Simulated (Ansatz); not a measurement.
Consider the following.

Y:
```cif
data_Y4
_chemical_formula_sum 'Y4'
_space_group_name_H-M_alt 'Fm-3m'
_space_group_IT_number 225
_space_group_name_Hall '-F 4 2 3'
_cell_length_a 5.10138
_cell_length_b 5.10138
_cell_length_c 5.10138
_cell_angle_alpha 90.000
_cell_angle_beta 90.000
_cell_angle_gamma 90.000
loop_
_atom_site_label
_atom_site_type_symbol
_atom_site_symmetry_multiplicity
_atom_site_Wyckoff_symbol
_atom_site_fract_x
_atom_site_fract_y
_atom_site_fract_z
_atom_site_occupancy
Y1 Y 4 a 0.00000 0.00000 0.00000 1
```
(The calculation used a cell of 1 atom; values per cell refer to that cell.)

This is the r²SCAN-relaxed structure.

### Question
All from DFT-r²SCAN in the program Ansatz with PAW potentials, unless another level is named. Predict the density of states at the Fermi level.

### Answer
1.7 states/eV per atom (mean over ±0.08 eV).

### Question
What about the gap with spin–orbit coupling?

### Answer
none (metallic).

A made-up cell: these elements were put on the sites of a structure type; the Crystallography Open Database files this formula in space group No. 225, but the cells were not matched. It is not the phase usual at ambient conditions (space group No. 194). Symmetry was held in the r²SCAN relaxation; phonons on a q-mesh show no instability. No spin polarisation was allowed. Spin–orbit coupling is left out wherever it is not named.

Potentials: the later of the program's two PAW sets.
